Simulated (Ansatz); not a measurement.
ZrS$_{2}$ (CdI2 type)

```yaml
crystal:
  lattice:
    - [3.63482, 0.00000, 0.00000]
    - [-1.81741, 3.14785, 0.00000]
    - [0.00000, 0.00000, 5.71966]
  atoms:
    - { symbol: Zr, position: [0.00000, 0.00000, 0.00000] }
    - { symbol: S, position: [0.33333, 0.66667, 0.25534] }
    - { symbol: S, position: [0.66667, 0.33333, 0.74466] }
```

Grid over V/V₀ and (c/a)/(c/a)₀, subscript 0 meaning the relaxed cell; the conventional c axis lies along z; no internal relaxation.

The numbers are results of PBE-D3(BJ) (plane waves to 420 eV, PAW, scalar-relativistic; Ansatz, a first-principles code), not measurements. k mesh 10×10×6 (Γ-centred), Fermi-Dirac smearing 0.05 eV. Compression counts positive. As the atoms are clamped, bonds stretch with the cell, which overstates energies and stresses. ZrS2 is run without spin polarisation. ZrS2 was relaxed with its symmetry unable to fall.

At one point of the scan the stress tensor (GPa) is:

```
   3.12     0.00     0.00
   0.00     3.12     0.00
   0.00     0.00     5.77
```

Which point is it?
A) V/V₀ = 0.980, (c/a)/(c/a)₀ = 0.960
B) V/V₀ = 0.960, (c/a)/(c/a)₀ = 0.960
C) V/V₀ = 0.980, (c/a)/(c/a)₀ = 0.920
D) V/V₀ = 0.980, (c/a)/(c/a)₀ = 1.040

B, V/V₀ = 0.960, (c/a)/(c/a)₀ = 0.960

(Under strain, the slope of the energy per volume gives the stress and its curvature an elastic modulus.)
